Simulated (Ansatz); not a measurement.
**ScB₂ under compression and expansion**

```cif
data_structure
_symmetry_space_group_name_H-M 'P 1'
_symmetry_Int_Tables_number 1
_cell_length_a 3.1500
_cell_length_b 3.1500
_cell_length_c 3.5200
_cell_angle_alpha 90.000
_cell_angle_beta 90.000
_cell_angle_gamma 120.000
_cell_volume 30.25
loop_
_atom_site_label
_atom_site_type_symbol
_atom_site_fract_x
_atom_site_fract_y
_atom_site_fract_z
_atom_site_occupancy
Sc1 Sc 0.00000 0.00000 0.00000 1
B1 B 0.33333 0.66667 0.50000 1
B2 B 0.66667 0.33333 0.50000 1
```

The runs use the primitive cell with vectors (3.150, 0.000, 0.000), (-1.575, 2.728, 0.000), (0.000, 0.000, 3.520) Å, to which the k mesh refers.

The cell comes from COD entry 1510831, which wasn't checked; take it as a given geometry.

Spin polarisation is left out, and whether a magnetic state lies lower isn't shown here.

Methods: DFT, PBEsol, all-electron LAPW, scalar-relativistic (Ansatz 0.2.0); DFT, PBEsol, PAW with Ansatz's default frozen-core files, scalar-relativistic (Ansatz 0.2.0).

For LAPW: a Γ-centred 12×12×9 k mesh, Fermi–Dirac smearing of 0.03 eV, basis error target 1 meV/atom, no spin polarisation. PAW takes a cutoff of 420 eV at this cell (files made with PBE, cores remade for this functional). The Ansatz runs share mesh, smearing and spin set-up. Plane-wave (PAW) pressures include the program's estimate of the Pulay term.

The cell above is scaled evenly, with fractional coordinates and shape held.

```tsv
V/V(cell)	V (Å³/atom)	P, LAPW (GPa)	P, PAW (GPa)	free energy over the lowest listed, PAW (meV/atom)
0.9400	9.478	7.88	7.89	8.3
0.9800	9.881	-1.03	-1.02	0.0
1.0000	10.083	-4.86	-4.86	3.7
1.0100	10.183	-6.64	-6.64	7.4
1.0400	10.486	?	?	?
```

(1) Fill in the row V/V(cell) = 1.0400.

(2) What do Birch–Murnaghan fits to the pressures give?

Answers

(1) P, LAPW (GPa) = -11.50, P, PAW (GPa) = -11.50, free energy over the lowest listed, PAW (meV/atom) = 24.6.

(2) LAPW: V0 = 9.83 Å³/atom, B0 = 201 GPa, B0′ = 3.8; PAW: V0 = 9.83 Å³/atom, B0 = 201 GPa, B0′ = 3.8.
